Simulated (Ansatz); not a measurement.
Calculation for ScZn: DFT, r2SCAN, all-electron PAW with datasets made for the crystal, scalar-relativistic (Ansatz 0.2.0).

The cell comes from a relaxation on PAW files under the same functional, begun from a database entry that needn't be the ground state.

Command: `ansatz run input.yaml --threads 1 --pin off --max-ram 2048MiB --backend cpu --events-out ev --progress --plain --runs-dir out` It took 14 s on 1 thread of Arm Neoverse V2 (shared host), peak memory 0.55 GiB.

```yaml
crystal:
  lattice:
    - [3.3311091538, 0.0, 0.0]
    - [0.0, 3.3311091538, 0.0]
    - [0.0, 0.0, 3.3311091538]
  atoms:
    - { symbol: Sc, position: [0.0, 0.0, 0.0] }
    - { symbol: Zn, position: [0.5, 0.5, 0.5] }
kpoints:
  mp_grid: { grid: [12, 12, 12] }
scf:
  occupations: { method: fermi_dirac, width: 0.05 }
hamiltonian:
  xc: r2scan
  pseudopotentials: { kind: all_electron, datasets: crystal }
output:
  forces: true
  stress: true
  eigenvalues: true
  efg: { contact_densities: true }
```

Output:

```
hamiltonian.pseudopotentials.datasets: crystal makes datasets for this crystal and solves the spheres of its atoms anew in each pass: cutoff 240.0 eV, the density's 1680.0 eV; for an error of 0.50 meV an atom under PBE, 1.0 meV for the cell; an energy difference from a run of another recipe may be off by several times the error for the cell, under r2SCAN by more, where some 0.1 meV an atom stays at smaller errors; Sc in spheres of 1.376 Å, 11 of its electrons in bands; Zn in spheres of 1.376 Å, 12 of its electrons in bands
band count auto-derived: 17 (N_el = 23.0; filled up to band 12; 16 by the electrons, moments and atoms)
Engine: ansatz 0.2.0
Pseudopotentials: kind: all_electron
Pseudopotential: Sc, paw, valence charge 11, recommended cutoff 240 eV (normal), crystal/all_electron/r2scan/scalar/gaussian/Sc, Koelling and Harmon's equation, gaussian nucleus
Pseudopotential: Zn, paw, valence charge 12, recommended cutoff 240 eV (normal), crystal/all_electron/r2scan/scalar/gaussian/Zn, Koelling and Harmon's equation, gaussian nucleus
Functional definition: r2SCAN
  parameter k0 = 0.174
  parameter k1 = 0.065
  parameter a1 = 4.9479
  exchange = r2scan_x(k0 = k0, k1 = k1, a1 = a1)
  correlation = r2scan_c
Crystal: 2 atoms, lattice volume = 36.963 Å³
Basis set: ecut = 240 eV, 305 PW (Γ), exchange–correlation on 72×72×72 points (27 copies of the dense FFT grid, shifted against one another)
Bands: 17, of which v1, the nominal top of the filled ones, is band 12 counted from 1 (11 counted from 0)
Symmetry: 48 space group operations
Space group: Pm-3m (ITA 221), of the structure as read, at distance tolerance 3.3e-5 Å
k-points: 84 of 1728
Non-local potential: Sc, projectors of the file, l = 0: 3, l = 1: 2, l = 2: 2
Non-local potential: Zn, projectors of the file, l = 0: 1, l = 1: 1, l = 2: 2
PAW form: soft (Blöchl's): semilocal exchange-correlation on the pseudo side does not see the compensation charge
PAW one-centre angular grid: Sc, 590 points (default); XC on its mesh's 1957 points in the sphere
PAW one-centre angular grid: Zn, 590 points (default); XC on its mesh's 1925 points in the sphere
Initial density: superposition of atomic densities (neutral atoms: chi_scale 0, normalization atom)
Initial wavefunctions: pseudopotential atomic-orbital guess
Functional: x = r2scan, c = r2scan; τ floored in thin density (d = 2e-4 eV/Å³)
iter 1 solved again at ethr=2.94e-3 eV; its pass at ethr=1.00e-1 eV (dr2=6.76e-1 eV) is discarded
SCF iter   1: F=—  HF=-69683.030580 eV  |F-HF|=—  |Δ(HF+E_count)|=         —  Δρ=4.02e-2  dr2=6.53e-1  dr2_τ=5.71e-3  ethr=2.94e-3  ⟨swp⟩=2.5  Hψ=7398  notcnv=0
preconditioner: auto → none  [metal: Δε(μ)=0.017 eV  Ē_g=8.508 eV  σ=0.050 eV  W_gap=0.08  n_scr=6 (ndim 8)  ℏωp=23.7 eV  f_vac=0.000  D(μ)=1.27/eV (n_scr^D=6)  sad-step TF]
SCF iter   2: F=—  HF=-69682.908259 eV  |F-HF|=—  |Δ(HF+E_count)|=   1.22e-1  Δρ=1.97e-2  dr2=1.75e-1  dr2_τ=1.18e-4  ethr=2.84e-3  ⟨swp⟩=3.1  Hψ=3096  notcnv=0
SCF iter   3: F=—  HF=-69682.947094 eV  |F-HF|=—  |Δ(HF+E_count)|=   3.88e-2  Δρ=1.40e-2  dr2=1.05e-1  dr2_τ=2.23e-4  ethr=7.59e-4  ⟨swp⟩=3.8  Hψ=4324  notcnv=0
iter 4 solved again at ethr=2.08e-5 eV; its pass at ethr=4.55e-4 eV (dr2=4.78e-3 eV) is discarded
SCF iter   4: F=—  HF=-69682.925567 eV  |F-HF|=—  |Δ(HF+E_count)|=   2.15e-2  Δρ=3.07e-3  dr2=4.86e-3  dr2_τ=6.37e-5  ethr=2.08e-5  ⟨swp⟩=2.0  Hψ=6369  notcnv=0
SCF iter   5: F=—  HF=-69682.931563 eV  |F-HF|=—  |Δ(HF+E_count)|=   6.00e-3  Δρ=1.35e-3  dr2=4.50e-4  dr2_τ=1.62e-6  ethr=2.08e-5  ⟨swp⟩=3.5  Hψ=3438  notcnv=0
SCF iter   6: F=—  HF=-69682.933622 eV  |F-HF|=—  |Δ(HF+E_count)|=   2.06e-3  Δρ=8.45e-4  dr2=4.00e-4  dr2_τ=2.17e-6  ethr=1.96e-6  ⟨swp⟩=4.0  Hψ=3821  notcnv=0
SCF iter   7: F=—  HF=-69682.933619 eV  |F-HF|=—  |Δ(HF+E_count)|=   3.13e-6  Δρ=1.18e-4  dr2=8.17e-6  dr2_τ=2.37e-7  ethr=1.74e-6  ⟨swp⟩=3.5  Hψ=3673  notcnv=0
SCF iter   8: F=—  HF=-69682.933627 eV  |F-HF|=—  |Δ(HF+E_count)|=   8.30e-6  Δρ=2.94e-5  dr2=1.28e-7  dr2_τ=3.10e-9  ethr=3.55e-8  ⟨swp⟩=3.6  Hψ=2806  notcnv=0
SCF iter   9: F=—  HF=-69682.933628 eV  |F-HF|=—  |Δ(HF+E_count)|=   4.15e-7  Δρ=8.98e-6  dr2=3.59e-8  dr2_τ=5.94e-10  ethr=5.57e-10  ⟨swp⟩=4.0  Hψ=3617  notcnv=0
SCF iter  10: F=-69682.933629 eV  HF=-69682.933629 eV  |F-HF|=1.49e-8  |Δ(HF+E_count)|=   1.50e-6  Δρ=5.27e-6  dr2=1.46e-9  dr2_τ=1.14e-9  ethr=1.56e-10  ⟨swp⟩=3.3  Hψ=3096  notcnv=0
SCF 1 converged in 10 iterations: F = -69682.933631 eV  dr2 = 1.46e-9
  Residual-converged pass: ⟨swp⟩=3.3  Hψ=3085  notcnv=0  max |occ|·‖R‖ = 5.3e-6 eV (tolerance 5.3e-6 eV)  dr2=1.48e-9  dr2_τ=1.14e-9  dr2_onsite=1.37e-8  max |Δocc| = 2.5e-9
  greatest PAW one-centre occupation: 0.997 electrons in one spin orbital (limit 2), on the Sc atom at site 0 (counted from 0), in its partial waves of l = 0
SCF converged after 10 iterations
Free energy (F): -69682.933631 eV
Harris-Foulkes:  -69682.933631 eV  (|F-HF|=1.49e-8)
Internal energy: -69682.920707 eV  (E = F + TS)
E sigma→0 (E₀):  -69682.927169 eV
Entropy (-TS):   -0.012924 eV (-6.462 meV/atom)
Past the cutoff: the bands carry plane waves up to 2.50 times it, of which those up to 1.5 times it add -0.001603 eV an atom, each by itself; the spheres take 0.000492 eV an atom off the energy for waves past 2.50 times it
Past the cutoffs: a stress includes 0.0038 GPa for waves and charges beyond them, in addition to the slope of what the spheres take
In the spheres:  the bands' charges fall short by 1.4e-7 e at most (sound up to 1e-3)
Fermi energy:    12.111924 eV
--- Per-component energies (eV) ---
  E_band       = -87.879494
  E_kinetic    = 154.249871
  E_local      = -1171.266113  (includes V_loc(G=0)·N_el)
  E_nonlocal   = -287.737632
  E_hartree    = 620.896920
  E_xc         = -68.807112
  E_vxc        = -99.655266  (∫ρ·V_xc dr)
  E_paw        = -71565.825230  (= ΣΔE_a)
  E_vpaw       = -4650.633852  (= ΣTr[D̂ρ^β])
  E_vtau       = 7.098171  (kinetic-family band-sum trace: ∫τ·v_τ [+ j·A + Jᵃ·Aᵃ] dr)
  E_ewald      = -2082.703494
  E_smearing   = -0.012924  (= −TS)
  E_closure    = 4718.272084  (closes the sum)
  Σ components = -69682.933631   (vs F -69682.933631, Δ=0.00e0)
  The terms above E_closure are by the made datasets' own strengths, without shells solved beside the bands.
--- Forces (eV/Å), atoms counted from 1 ---
  atom   1  Sc    -0.00000000     0.00000000     0.00000000
  atom   2  Zn     0.00000000    -0.00000000    -0.00000000
  max |Σ_I F_I| component: 7.43e-30 eV/Å
--- Stress (GPa, compression-positive) ---
       -0.026995      -0.000000      -0.000000
       -0.000000      -0.026995       0.000000
       -0.000000       0.000000      -0.026995
  P = ⅓ Tr σ = -0.0270 GPa (-0.270 kbar)
--- PAW observables at the nuclei: V_zz in 10²¹ V/m², potentials from the cell's mean, atoms counted from 1 ---
  atom   1  Sc V_zz =    +0.000000   η = 0.0000   by run symmetry: forbidden
            electrostatic potential = -2370.503347 V   contact ρ = 48528.021309 e/Å³
  atom   2  Zn V_zz =    +0.000000   η = 0.0000   by run symmetry: forbidden
            electrostatic potential = -3945.938796 V   contact ρ = 166443.862396 e/Å³
--- Band table (eV; the first three rows and the last of 84) ---
  k-point 0: bands = ["-39.7563", "-17.3043", "-17.3043", "-17.3043", "3.9477", "4.6710", "4.6710", "5.0183", "5.0183", "5.0183", "12.2943", "12.2943", "15.2714", "15.2714", "15.2714"]
  k-point 1: bands = ["-39.7552", "-17.3174", "-17.3032", "-17.3032", "4.0570", "4.6775", "4.6893", "5.0132", "5.0132", "5.0203", "12.2413", "12.3139", "15.0485", "15.0485", "15.2733"]
  k-point 2: bands = ["-39.7522", "-17.3529", "-17.3002", "-17.3002", "4.3664", "4.6954", "4.7547", "4.9992", "4.9992", "5.0257", "11.9801", "12.3690", "14.5907", "14.5907", "15.2784"]
  k-point 83: bands = ["-39.7088", "-17.4433", "-17.4433", "-17.4433", "4.7900", "4.7900", "4.7900", "5.1926", "5.1926", "10.2638", "10.2638", "10.2638", "13.0898", "16.0851", "16.0851"]
```
